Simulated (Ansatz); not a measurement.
HfB (rock salt, Fm-3m) under volume change, r²SCAN in the plane-wave PAW code Ansatz, scaled uniformly.

```tsv
V (Å³/atom)	E − E(relaxed) (meV/atom)	P (GPa)
12.772	71.9	19.69
13.193	30.3	12.13
13.614	7.2	5.62
14.035	0.0	0.00
14.457	6.5	-4.87
14.878	25.0	-9.09
15.299	53.8	-12.74
```

### Question
What does a third-order Birch–Murnaghan fit give for V₀, B₀ and B′?

### Answer
V₀ = 14.04 Å³/atom, B₀ = 174 GPa, B′ = 3.8.

The workflow started from an entry of the Crystallography Open Database (COD). Its standing as an ambient phase is unchecked. The r²SCAN relaxation kept the symmetry of its start; of distortions, only those at the zone centre were tested. The run is not spin-polarised. Spin–orbit coupling is left out wherever it is not named.

Potentials: the later of the program's two PAW sets.
